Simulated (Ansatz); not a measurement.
Zr$_{2}$C in space group P4/nmm (No. 129; Zr on 2a, Zr on 2c, C on 2c) under volume change, PBE in the plane-wave PAW code Ansatz, shape and atoms relaxed at each volume.

```csv
V (Å³/atom),E − E(relaxed) (meV/atom),P (GPa)
14.056,71.2,17.82
14.520,[?],[?]
14.983,[?],[?]
15.446,0.0,-0.01
15.910,6.4,-4.32
16.373,24.4,-8.01
16.837,52.2,-11.18
```

Problem. Complete the blanks.

Solution. 
- 14.520, E − E(relaxed) (meV/atom): 29.9
- 14.520, P (GPa): 10.92
- 14.983, E − E(relaxed) (meV/atom): 7.1
- 14.983, P (GPa): 5.04

Problem. What does a third-order Birch–Murnaghan fit give for V₀, B₀ and B′?

Solution. V₀ = 15.45 Å³/atom, B₀ = 155 GPa, B′ = 4.2.

A made-up cell: these elements were put on the sites of a structure type; neither database checked (COD, Materials Project) lists it. Its standing as an ambient phase is unchecked. Symmetry was held in the PBE relaxation; whether a distortion lowers the energy is not shown. No spin polarisation was allowed.

Potentials: the earlier of the program's two PAW sets.
